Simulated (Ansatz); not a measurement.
Does this entry for Zn2PHO5 lie near equilibrium?

The cell is a COD entry (perhaps calculated rather than measured), atoms as given.

```cif
data_Zn2PHO5
_symmetry_space_group_name_H-M 'P2_12_12'
_symmetry_Int_Tables_number 18
_cell_length_a 8.0990
_cell_length_b 8.3250
_cell_length_c 5.9660
_cell_angle_alpha 90.000
_cell_angle_beta 90.000
_cell_angle_gamma 90.000
loop_
_atom_site_label
_atom_site_type_symbol
_atom_site_symmetry_multiplicity
_atom_site_Wyckoff_symbol
_atom_site_fract_x
_atom_site_fract_y
_atom_site_fract_z
Zn1 Zn 2 a 0.0000 0.0000 0.9961
Zn3 Zn 2 a 0.0000 0.0000 0.5029
Zn5 Zn 4 c 0.3649 0.1377 0.2442
H H 4 c 0.3100 0.4400 0.2500
P P 4 c 0.2502 0.2614 0.7512
O17 O 4 c 0.2305 0.1518 0.9588
O21 O 4 c 0.3823 0.3766 0.2452
O25 O 4 c 0.1110 0.3907 0.7420
O29 O 4 c 0.4167 0.3539 0.7451
O33 O 4 c 0.2373 0.1540 0.5402
```

One atom of each set is listed.

The numbers come from a DFT calculation in Ansatz (PBE, plane waves and PAW, scalar-relativistic, 420 eV cutoff, Γ-centred 3×3×4 k-points, Fermi–Dirac smearing 0.02 eV).

Problem. Do the atoms and the cell lie near the calculated equilibrium?

Solution. No. The largest force is 17 eV/Å, on atom 9 (H: 1 O at 0.79 Å; also 2 O at 2.18–2.21 Å), and the pressure is 12.0 GPa, with principal stresses up to 17 GPa in size. Such values can come from a cell under pressure, imprecise or misplaced coordinates, missing atoms or a wrong setting of the space group; the run alone doesn't tell which, and gradients calculated on this entry can't be taken for those of the compound at ambient conditions.
